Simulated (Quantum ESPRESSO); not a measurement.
## W4Pt2RuHf (finding a planted mistake in a log)

Simulated, not a measurement. The program is pw.x of Quantum ESPRESSO 7.5 (plane-wave density functional theory). The cell is made up: eight metal atoms on a hexagonal close-packed lattice, with elements, volume, strain and displacements drawn at random and not relaxed, so it may be unstable or far from any real phase. PseudoDojo standard norm-conserving files set the functional (PBE unless stated); there is no spin polarisation or spin-orbit coupling, the Fermi-Dirac width of 0.25 eV means electrons at about 2900 K, and the masses in the input are unused placeholders. Heavy elements are run without spin-orbit coupling, which real alloys of them have. A spin test at this wide smearing found no moment, but such smearing suppresses magnetism that the real alloy may have.

Intended input:

```
&control calculation='scf', pseudo_dir='./dojo.nc.sr.pbe.v0_5.standard.upf', outdir='./o', disk_io='minimal', tprnfor=.true., tstress=.true. /
&system ibrav=0, nat=8, ntyp=4, nbnd=78, ecutwfc=84.00895049, nosym=.true., tot_charge=0,
 occupations='smearing', smearing='fd', degauss=0.0183746611
/
&electrons conv_thr=1.470e-08, electron_maxstep=70, mixing_beta=0.5 /
ATOMIC_SPECIES
Hf 1.0 Hf.upf
Pt 1.0 Pt.upf
Ru 1.0 Ru.upf
W 1.0 W.upf
CELL_PARAMETERS angstrom
-2.8956 -0.0086 -0.0117
-0.0035 4.9518 -4.4181
-0.0331 -4.9847 -4.4546
ATOMIC_POSITIONS angstrom
W -0.0556 0.0059 -0.0102
W -0.0026 1.6039 -2.183
Pt -0.0444 0.0133 -4.439
Pt -0.066 1.6067 -6.6665
Ru -1.4402 -0.835 -2.2087
Hf -1.4961 -2.5616 -4.4296
W -1.4194 -0.8776 -6.6877
W -1.5277 2.4617 -4.4066
K_POINTS automatic
8 4 4 1 1 1
```

The log is shortened where brackets say so; the opening notice, blank lines, dates and the lines on written files are dropped, and the path of the files is cut. It prints rydbergs, bohrs and kilobars, and counts compression as positive stress. Its total energy is the free energy E - TS of the whole cell.

Log of the intended run:

```
     Program PWSCF v.7.5
     Parallel version (MPI & OpenMP), running on       4 processor cores
     Number of MPI processes:                 4
     Threads/MPI process:                     1
     [start-up lines left out]
     bravais-lattice index     =            0
     lattice parameter (alat)  =       5.4720  a.u.
     unit-cell volume          =     861.3456 (a.u.)^3
     number of atoms/cell      =            8
     number of atomic types    =            4
     number of electrons       =       120.00
     number of Kohn-Sham states=           78
     kinetic-energy cutoff     =      84.0090  Ry
     charge density cutoff     =     336.0358  Ry
     scf convergence threshold =      1.5E-08
     mixing beta               =       0.5000
     number of iterations used =            8  plain     mixing
     Exchange-correlation= PBE
                           (   1   4   3   4   0   0   0)
     [axes and pseudopotential details left out]
   Cartesian axes
     site n.     atom                  positions (alat units)
         1        W      tau(   1) = (  -0.0192013   0.0020375  -0.0035225  )
         2        W      tau(   2) = (  -0.0008979   0.5539024  -0.7538930  )
         3        Pt     tau(   3) = (  -0.0153334   0.0045931  -1.5329963  )
         4        Pt     tau(   4) = (  -0.0227929   0.5548694  -2.3022573  )
         5        Ru     tau(   5) = (  -0.4973691  -0.2883649  -0.7627684  )
         6        Hf     tau(   6) = (  -0.5166740  -0.8846415  -1.5297501  )
         7        W      tau(   7) = (  -0.4901859  -0.3030767  -2.3095786  )
         8        W      tau(   8) = (  -0.5275870   0.8501413  -1.5218071  )
     number of k points=    64  Fermi-Dirac smearing, width (Ry)=  0.0184
                       cart. coord. in units 2pi/alat
        k(    1) = (  -0.0621736   0.0004840  -0.0813337), wk =   0.0312500
        k(    2) = (  -0.0616295  -0.0720725  -0.1626553), wk =   0.0312500
     [further k points left out]
     Dense  grid:    89525 G-vectors     FFT dimensions: (  32,  75,  75)
     Estimated max dynamical RAM per process >     394.60 MB
     Estimated total dynamical RAM >       1.48 GB
     Initial potential from superposition of free atoms
     starting charge     119.9950, renormalised to     120.0000
     Starting wfcs are   80 randomized atomic wfcs
     total cpu time spent up to now is       12.9 secs
     per-process dynamical memory:   315.1 Mb
     Self-consistent Calculation
     iteration #  1     ecut=    84.01 Ry     beta= 0.50
     Davidson diagonalization with overlap
     ethr =  1.00E-02,  avg # of iterations =  3.7
     total cpu time spent up to now is       51.6 secs
     total energy              =   -1440.38418981 Ry
     estimated scf accuracy    <       6.10184727 Ry
     iteration #  2     ecut=    84.01 Ry     beta= 0.50
     Davidson diagonalization with overlap
     ethr =  5.08E-03,  avg # of iterations =  3.2
     total cpu time spent up to now is       90.1 secs
     total energy              =   -1439.64432961 Ry
     estimated scf accuracy    <      62.71151324 Ry
     [iterations 3 to 20 left out]
     iteration # 21     ecut=    84.01 Ry     beta= 0.50
     Davidson diagonalization with overlap
     ethr =  2.20E-11,  avg # of iterations =  2.1
     total cpu time spent up to now is      652.4 secs
     total energy              =   -1444.20777723 Ry
     estimated scf accuracy    <       0.00000002 Ry
     iteration # 22     ecut=    84.01 Ry     beta= 0.50
     Davidson diagonalization with overlap
     ethr =  1.88E-11,  avg # of iterations =  1.1
     total cpu time spent up to now is      681.3 secs
     End of self-consistent calculation
     [lines on levels left out]
!    total energy              =   -1444.20777723 Ry
     estimated scf accuracy    <          3.9E-09 Ry
     smearing contrib. (-TS)   =      -0.11769460 Ry
     internal energy E=F+TS    =   -1444.09008263 Ry
     The total energy is F=E-TS. E is the sum of the following terms:
     one-electron contribution =    -257.50719771 Ry
     hartree contribution      =     201.81838579 Ry
     xc contribution           =    -290.55578382 Ry
     ewald contribution        =   -1097.84548689 Ry
     convergence has been achieved in  22 iterations
     Forces acting on atoms (cartesian axes, Ry/au):
     atom    1 type  4   force =    -0.00223087   -0.07059707   -0.02332406
     atom    2 type  4   force =     0.00022302   -0.03924511   -0.07465473
     atom    3 type  2   force =     0.00495981   -0.01003409    0.00081206
     atom    4 type  2   force =     0.00662456    0.00921313    0.03866785
     atom    5 type  3   force =    -0.00726294    0.01118594    0.04290840
     atom    6 type  1   force =    -0.00487493    0.06732998    0.06289086
     atom    7 type  4   force =     0.00441990    0.02707735   -0.00806027
     atom    8 type  4   force =    -0.00185855    0.00506986   -0.03924011
     Total force =     0.165271     Total SCF correction =     0.000293
     Computing stress (Cartesian axis) and pressure
          total   stress  (Ry/bohr**3)                   (kbar)     P=       71.80
   0.00006057   0.00007908   0.00002478            8.91       11.63        3.65
   0.00007908   0.00032799   0.00009918           11.63       48.25       14.59
   0.00002478   0.00009918   0.00107565            3.65       14.59      158.23
     init_run     :     11.54s CPU     11.97s WALL (       1 calls)
     electrons    :    656.79s CPU    668.47s WALL (       1 calls)
     forces       :      5.48s CPU      5.50s WALL (       1 calls)
     stress       :     16.59s CPU     16.95s WALL (       1 calls)
     [timing details left out]
     PWSCF        :  11m31.34s CPU  11m43.86s WALL
     JOB DONE.
```

A second run was made from an input with one planted mistake. Its log:

```
     Program PWSCF v.7.5
     Parallel version (MPI & OpenMP), running on       4 processor cores
     Number of MPI processes:                 4
     Threads/MPI process:                     1
     [start-up lines left out]
     bravais-lattice index     =            0
     lattice parameter (alat)  =       5.4720  a.u.
     unit-cell volume          =     861.3456 (a.u.)^3
     number of atoms/cell      =            8
     number of atomic types    =            4
     number of electrons       =       120.00
     number of Kohn-Sham states=           78
     kinetic-energy cutoff     =      84.0090  Ry
     charge density cutoff     =     336.0358  Ry
     scf convergence threshold =      1.5E-08
     mixing beta               =       0.5000
     number of iterations used =            8  plain     mixing
     Exchange-correlation= PBE
                           (   1   4   3   4   0   0   0)
     [axes and pseudopotential details left out]
   Cartesian axes
     site n.     atom                  positions (alat units)
         1        W      tau(   1) = (  -0.0192013   0.0814674  -0.0035225  )
         2        W      tau(   2) = (  -0.0008979   0.5539024  -0.7538930  )
         3        Pt     tau(   3) = (  -0.0153334   0.0045931  -1.5329963  )
         4        Pt     tau(   4) = (  -0.0227929   0.5548694  -2.3022573  )
         5        Ru     tau(   5) = (  -0.4973691  -0.2883649  -0.7627684  )
         6        Hf     tau(   6) = (  -0.5166740  -0.8846415  -1.5297501  )
         7        W      tau(   7) = (  -0.4901859  -0.3030767  -2.3095786  )
         8        W      tau(   8) = (  -0.5275870   0.8501413  -1.5218071  )
     number of k points=    64  Fermi-Dirac smearing, width (Ry)=  0.0184
                       cart. coord. in units 2pi/alat
        k(    1) = (  -0.0621736   0.0004840  -0.0813337), wk =   0.0312500
        k(    2) = (  -0.0616295  -0.0720725  -0.1626553), wk =   0.0312500
     [further k points left out]
     Dense  grid:    89525 G-vectors     FFT dimensions: (  32,  75,  75)
     Estimated max dynamical RAM per process >     394.60 MB
     Estimated total dynamical RAM >       1.48 GB
     Initial potential from superposition of free atoms
     starting charge     119.9950, renormalised to     120.0000
     Starting wfcs are   80 randomized atomic wfcs
     total cpu time spent up to now is       12.4 secs
     per-process dynamical memory:   315.1 Mb
     Self-consistent Calculation
     iteration #  1     ecut=    84.01 Ry     beta= 0.50
     Davidson diagonalization with overlap
     ethr =  1.00E-02,  avg # of iterations =  3.6
     total cpu time spent up to now is       47.4 secs
     total energy              =   -1440.14945795 Ry
     estimated scf accuracy    <       6.39474011 Ry
     iteration #  2     ecut=    84.01 Ry     beta= 0.50
     Davidson diagonalization with overlap
     ethr =  5.33E-03,  avg # of iterations =  3.4
     total cpu time spent up to now is       87.3 secs
     total energy              =   -1439.13218980 Ry
     estimated scf accuracy    <      69.35535471 Ry
     [iterations 3 to 19 left out]
     iteration # 20     ecut=    84.01 Ry     beta= 0.50
     Davidson diagonalization with overlap
     ethr =  7.78E-11,  avg # of iterations =  1.0
     total cpu time spent up to now is      575.9 secs
     total energy              =   -1444.14848900 Ry
     estimated scf accuracy    <       0.00000002 Ry
     iteration # 21     ecut=    84.01 Ry     beta= 0.50
     Davidson diagonalization with overlap
     ethr =  1.40E-11,  avg # of iterations =  2.0
     total cpu time spent up to now is      600.4 secs
     End of self-consistent calculation
     [lines on levels left out]
!    total energy              =   -1444.14848900 Ry
     estimated scf accuracy    <          6.0E-09 Ry
     smearing contrib. (-TS)   =      -0.11618826 Ry
     internal energy E=F+TS    =   -1444.03230074 Ry
     The total energy is F=E-TS. E is the sum of the following terms:
     one-electron contribution =    -260.06282870 Ry
     hartree contribution      =     203.06984150 Ry
     xc contribution           =    -290.61721934 Ry
     ewald contribution        =   -1096.42209420 Ry
     convergence has been achieved in  21 iterations
     Forces acting on atoms (cartesian axes, Ry/au):
     atom    1 type  4   force =     0.00139488   -0.21079320   -0.04062857
     atom    2 type  4   force =     0.00155533   -0.03458232   -0.09082334
     atom    3 type  2   force =     0.00531774   -0.00989481    0.00046422
     atom    4 type  2   force =     0.00645914    0.02438820    0.06665933
     atom    5 type  3   force =    -0.00775584    0.01517353    0.05038096
     atom    6 type  1   force =    -0.00792839    0.15459290    0.07048732
     atom    7 type  4   force =     0.00315487    0.02633403   -0.02674127
     atom    8 type  4   force =    -0.00219773    0.03478167   -0.02979867
     Total force =     0.309871     Total SCF correction =     0.000416
     Computing stress (Cartesian axis) and pressure
          total   stress  (Ry/bohr**3)                   (kbar)     P=       95.32
   0.00016295   0.00007100   0.00002501           23.97       10.44        3.68
   0.00007100   0.00059081   0.00018011           10.44       86.91       26.50
   0.00002501   0.00018011   0.00119019            3.68       26.50      175.08
     init_run     :     11.11s CPU     11.52s WALL (       1 calls)
     electrons    :    577.61s CPU    588.01s WALL (       1 calls)
     forces       :      4.35s CPU      4.43s WALL (       1 calls)
     stress       :     15.56s CPU     15.93s WALL (       1 calls)
     [timing details left out]
     PWSCF        :  10m 9.45s CPU  10m20.76s WALL
     JOB DONE.
```

Question: the log repeats what the program read. Compare it with the intended run: what was wrong in the second input?

Answer: one coordinate of one atom is wrong. The input lines that differ:

```
- W -0.0556 0.0059 -0.0102
+ W -0.0556 0.2359 -0.0102
```

```
                                            intended run  run with the mistake
                          free energy (eV)    -19649.448            -19648.641
         entropy term -TS, part of it (eV)        -1.601                -1.581
                            pressure (GPa)          7.18                  9.53
size of the largest force component (eV/Å)         1.919                 5.420
largest change of a force component (eV/Å)                               3.605
                                iterations            22                    21
```

For scale, a rerun of the intended cell at a higher cutoff and on a denser mesh moved values by no more than 0.005 eV in energy, 0.18 GPa in stress and 0.015 eV/Å in force, and a second program with other atomic files agreed on that cell to 2 % rms in force and 0.5 GPa in pressure.